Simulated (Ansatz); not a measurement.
## Property card for La₂Bi

La₂Bi:
```cif
data_Bi2La4
_chemical_formula_sum 'La4 Bi2'
_space_group_name_H-M_alt 'P 1'
_space_group_IT_number 1
_cell_length_a 9.89102
_cell_length_b 9.89102
_cell_length_c 9.89102
_cell_angle_alpha 152.481
_cell_angle_beta 152.481
_cell_angle_gamma 39.311
loop_
_space_group_symop_operation_xyz
  'x, y, z'
loop_
_atom_site_label
_atom_site_type_symbol
_atom_site_fract_x
_atom_site_fract_y
_atom_site_fract_z
_atom_site_occupancy
La1 La 0.00000 0.50000 0.50000 1
La2 La 0.50000 0.00000 0.50000 1
La3 La 0.67893 0.67893 0.00000 1
La4 La 0.32107 0.32107 0.00000 1
Bi1 Bi 0.86129 0.86129 0.00000 1
Bi2 Bi 0.13871 0.13871 0.00000 1
```

Space group I4/mmm (No. 139); conventional cell a = b = 4.7050 Å, c = 18.6294 Å, α = β = γ = 90.00°.

Method: the program Ansatz at the r²SCAN level (PAW). Geometry: relaxed at this level of theory. Other levels are named where they apply.

**Cell and energy**

- Volume per atom: 34.37 Å³
- Density: 7.84 g/cm³
- Formation energy from the elements (no fitted shifts): -0.91 eV/atom

**Electronic structure**

- Electronic character: metallic (no gap)
- Density of states at the Fermi level: 1.3 states/eV per atom (mean over ±0.08 eV)

The workflow started from a Materials Project entry (that database holds measured and hypothetical structures alike); the Crystallography Open Database copy checked does not list it. Whether it is the stable phase at ambient conditions was not checked. Symmetry was held in the r²SCAN relaxation; its stability against distortions is not shown here. Axis ratios of metals converge slowly with the k-mesh, so a and c are less sure than the volume. The references are the lowest solids computed at this level, not always the standard phases. Spin–orbit coupling is left out wherever it is not named.

Potentials: the later of the program's two PAW sets.
